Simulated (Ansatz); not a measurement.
Tl$_{2}$SnCl$_{6}$:
```
CELL_PARAMETERS angstrom
      0.00000     4.96441     4.96441
      4.96441     0.00000     4.96441
      4.96441     4.96441     0.00000
ATOMIC_POSITIONS crystal
  Tl 0.75000 0.75000 0.75000
  Tl 0.25000 0.25000 0.25000
  Sn 0.00000 0.00000 0.00000
  Cl 0.75425 0.75425 0.24575
  Cl 0.24575 0.24575 0.75425
  Cl 0.24575 0.75425 0.75425
  Cl 0.75425 0.24575 0.24575
  Cl 0.75425 0.24575 0.75425
  Cl 0.24575 0.75425 0.24575
```

The program Ansatz at the r²SCAN+D4 level (PAW) gives a gap of 2.90 eV without spin–orbit coupling, maximum at X, minimum at Γ.

**Question.** What happens when spin–orbit coupling is switched on?

**Answer.** The gap falls by 0.01 eV, to 2.89 eV; maximum at Γ, minimum at Γ.

**Question.** Give the electron effective mass with spin–orbit coupling.

**Answer.** 0.45 mₑ (isotropic).

**Question.** Give the hole effective mass with spin–orbit coupling, band 1 of 2 at the edge.

**Answer.** 3.2 along [100], 2.1 along [110], 1.7 along [111] (mₑ).

**Question.** Give the hole effective mass with spin–orbit coupling, band 2 of 2 at the edge.

**Answer.** 1.00 along [100], 1.2 along [110], 1.4 along [111] (mₑ).

Space group Fm-3m. The workflow started from a Materials Project entry (that database holds measured and hypothetical structures alike); the Crystallography Open Database files this formula in space group No. 225, but the cells were not matched. Its standing as an ambient phase is unchecked. The cell was relaxed with r²SCAN+D4 under the symmetry of its start; its stability against distortions is not shown here.

Potentials: the later of the program's two PAW sets.
